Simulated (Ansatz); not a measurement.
ZrO2 (fluorite)

```cif
data_O8Zr4
_chemical_formula_sum 'Zr4 O8'
_space_group_name_H-M_alt 'Fm-3m'
_space_group_IT_number 225
_space_group_name_Hall '-F 4 2 3'
_cell_length_a 5.11587
_cell_length_b 5.11587
_cell_length_c 5.11587
_cell_angle_alpha 90.000
_cell_angle_beta 90.000
_cell_angle_gamma 90.000
loop_
_atom_site_label
_atom_site_type_symbol
_atom_site_symmetry_multiplicity
_atom_site_Wyckoff_symbol
_atom_site_fract_x
_atom_site_fract_y
_atom_site_fract_z
_atom_site_occupancy
Zr1 Zr 4 a 0.00000 0.00000 0.00000 1
O1 O 8 c 0.25000 0.25000 0.25000 1
```
(The calculation used a cell of 3 atoms; values per cell refer to that cell.)

The relaxed cell is deformed in two ways at once: its volume V is scaled, and at that volume it is stretched along z (the c axis of the conventional cell) so that c/a changes. Fractional atomic positions are held.

Computed with PBE (plane waves to 420 eV, PAW, scalar-relativistic; Ansatz, a quantum-chemistry and plane-wave program). k mesh 11×11×11 (Γ-centred), Fermi-Dirac smearing 0.05 eV. E stands for the smeared free energy. This is a high-temperature form of ZrO2. ZrO2 is run without spin polarisation. ZrO2 was relaxed with its symmetry unable to fall. ΔE is measured from the relaxed starting cell.

Task: Estimate the ΔE (kJ/mol of atoms) for all points of the grid V/V₀ = 0.920, 0.960, 1.000, 1.040, 1.080 by (c/a)/(c/a)₀ = 0.920, 0.960, 1.000, 1.040, 1.080.

Result: ΔE (kJ/mol of atoms), with V/V₀ across and (c/a)/(c/a)₀ down:

```tsv
(c/a)/(c/a)₀ \ V/V₀	0.920	0.960	1.000	1.040	1.080
0.920	12.69	8.09	6.63	7.72	10.89
0.960	7.50	2.97	1.59	2.76	5.99
1.000	5.87	1.36	0.00	1.18	4.44
1.040	7.38	2.86	1.48	2.65	5.89
1.080	11.71	7.14	5.72	6.85	10.04
```

(Under strain, the slope of the energy per volume gives the stress and its curvature an elastic modulus.)
